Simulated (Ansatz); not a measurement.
**TeW: which magnetic state is lowest?**

The calculation used DFT PBEsol, scalar-relativistic, plane waves, PAW in Ansatz.

```
W Te
1.0
     0.00000    2.78283    2.78283
     2.78283    0.00000    2.78283
     2.78283    2.78283    0.00000
W Te
1 1
Direct
  0.00000 0.00000 0.00000
  0.50000 0.50000 0.50000
```

```
plane-wave cutoff                               : 420 eV
Γ-centred k-mesh                                : 14×14×14
occupation rule                                 : Gaussian smearing, 0.1 eV
list of starting moments (μB, in atom order)    : 1 0
check for lower electronic states after the SCF : off
```

All runs keep this geometry, which stands near equilibrium for the lowest state (largest force there 0.000 eV/Å, pressure 0.0 GPa) and needn't be a stable compound; relaxing each order can shift differences of a few meV. A propagation vector, in units of the reciprocal vectors, doubles the cell, which takes an equally dense mesh. The large starts are 2.5 0 μB. The small starts are 0.5 0 μB. Spin–orbit coupling is left out, which for heavy magnetic ions can matter as much as these differences. Site moments are spin moments in atom-centred spheres that scale with the neighbour distance. The states are those that the runs reached from these starts; a lower one can exist.

Q: Starts tried: no spin; ferromagnetic; large parallel starting moments; antiferromagnetic, doubled cell, propagation vector (0, 0, 1/2); antiferromagnetic, doubled cell, propagation vector (0, 1/2, 1/2); small parallel starting moments. Which state comes out lowest, and what are the moments?

A: The lowest state is ferromagnetic, reached from the start “ferromagnetic” and the start “large parallel starting moments” and the start “small parallel starting moments”, with site moments (μB) W +1.38. The next state lies only 2.80 meV/atom higher, which mesh, smearing and relaxation can turn, so the order isn't settled.

```csv
start,ends,energy above lowest (meV/atom),site moments (μB),gap on mesh (eV),P (GPa)
no spin,non-magnetic,37.4,none over 0.05,metal,-3.0
ferromagnetic,ferromagnetic,0.00,W +1.38,metal,0.0
large parallel starting moments,ferromagnetic,0.00,W +1.38,metal,0.0
"antiferromagnetic, doubled cell, propagation vector (0, 0, 1/2)",antiferromagnetic,33.4,"W +0.87, W -0.87",metal,-1.6
"antiferromagnetic, doubled cell, propagation vector (0, 1/2, 1/2)",antiferromagnetic,2.80,"W +1.32, W -1.32",metal,0.6
small parallel starting moments,ferromagnetic,0.00,W +1.38,metal,0.0
```